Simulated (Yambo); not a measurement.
Quantum ESPRESSO input (LDA, PseudoDojo standard norm-conserving files, scalar-relativistic) whose wavefunctions are converted with p2y:

```
&CONTROL
  calculation = 'nscf'
  pseudo_dir = './pseudo'
  outdir = './out'
/
&SYSTEM
  ibrav = 0
  nat = 8
  ntyp = 3
  ecutwfc = 84.0
  ecutrho = 336.0
  occupations = 'fixed'
  force_symmorphic = .true.
  nbnd = 165
/
&ELECTRONS
  conv_thr = 8e-09
  diago_full_acc = .true.
  diago_thr_init = 1e-08
/
ATOMIC_SPECIES
F 18.9984 F.upf
Mg 24.3050 Mg.upf
Ti 47.8670 Ti.upf
CELL_PARAMETERS angstrom
  2.608279896000   1.505891100000   4.444507000000
 -2.608279896000   1.505891100000   4.444507000000
  0.000000000000  -3.011782200000   4.444507000000
ATOMIC_POSITIONS crystal
F   0.671620000000   0.842457000000   0.242250000000
F   0.328380000000   0.157543000000   0.757750000000
F   0.242250000000   0.671620000000   0.842457000000
F   0.757750000000   0.328380000000   0.157543000000
F   0.842457000000   0.242250000000   0.671620000000
F   0.157543000000   0.757750000000   0.328380000000
Mg   0.500000000000   0.500000000000   0.500000000000
Ti   0.000000000000   0.000000000000   0.000000000000
K_POINTS automatic
1 1 1 0 0 0
```

Yambo's initialisation report on symmetry, reciprocal space, the k grid and the gaps on this mesh:

```
  [02.02] Symmetries
  ==================

  Inversion symmetry    : yes
  Spatial inversion     : yes
  Inversion index       :   4
  K-space Time-reversal : no
  Magnetic symmetries   : no
  Group table correct   : yes
  Symmetries units      :  [cc]

  [02.03] Reciprocal space
  ========================

  nG shells         :   4956
  nG charge         :   73639
  nG WFs            :   9199
  nC WFs            :   9199
  G-vecs. in first 80 shells:  [ Number ]
     1    3    9   15   21   27   33   45   51
    53   59   65   71   77   89  101  113  119
   131  137  139  145  157  169  175  181  193
   199  211  223  235  247  259  271  283  289
    295   307   313   325   331   333   339   345   357
    369   381   387   399   411   423   435   441   453
    465   477   489   495   507   531   537   543   549
    561   573   579   603   609   621   623   635   647
    653   659   671   677   683   689   701   713
  ...
  Shell energy in first 80 shells:  [ mHa ]
    0.00000      279.824      301.925      395.200      768.298      812.500      1048.12      1092.32      1114.43
    1119.30      1207.70      1580.80      1794.32      1860.62      1926.93      1931.80      2020.20      2260.69
    2393.30      2437.50      2518.42      2606.82      2673.12      2717.33      3073.19      3250.00      3330.92
    3379.99      3419.32      3529.83      3551.93      3556.80      3645.20      3885.69      4018.30      4032.91
    4192.49      4298.12      4364.43      4369.30      4457.70      4477.18      4830.80      4845.41      4955.92
    5004.99      5044.32      5110.62      5176.93      5270.20      5289.68      5510.69      5525.30      5643.30
    5657.91      5687.50      5768.42      5856.82      5923.12      5967.33      6323.19      6337.81      6364.78
    6629.99      6669.32      6801.93      6806.80      6895.20      6914.68      6995.60      7135.70      7150.31
    7177.28      7268.30      7282.91      7312.50      7442.49      7548.13      7592.33      7614.43
  ...

  [02.04] K-grid lattice
  ======================

  Compatible Grid is   : 0D
  K lattice UC volume  :  0.350930 [a.u.]

  IBZ K-points                                      :  1
  BZ  K-points                                      :  1

  K/Q-points units:
  rlu = crystal or reduced units; cc = cartesian coordinates; iku = interal k-units

  K [1]          [rlu]:  0.000000  0.000000  0.000000
         WF components:   9199

  [02.05] Energies & Occupations
  ==============================

  [X] === General ===
  [X] Electronic Temperature                        :  0.000000  0.000000 [eV K]
  [X] Bosonic    Temperature                        :  0.000000  0.000000 [eV K]
  [X] Finite Temperature mode                       : no
  [X] El. density                                   :  0.61102E+24 [cm-3]
  [X] Fermi Level                                   :  0.059346 [eV]

  [X] === Gaps and Widths ===
  [X] Conduction Band Min                           :  4.844068 [eV]
  [X] Valence Band Max                              :  0.000000 [eV]
  [X] Filled Bands                                  :   32
  [X] Empty Bands                                   :   33  165
  [X] Direct Gap                                    :  4.844068 [eV]
  [X] Direct Gap localized at k                     :  1
```
The gaps are LDA values on this mesh alone; only operations without fractional translations are kept.

Geometry of the Materials Project entry, not relaxed at this level.
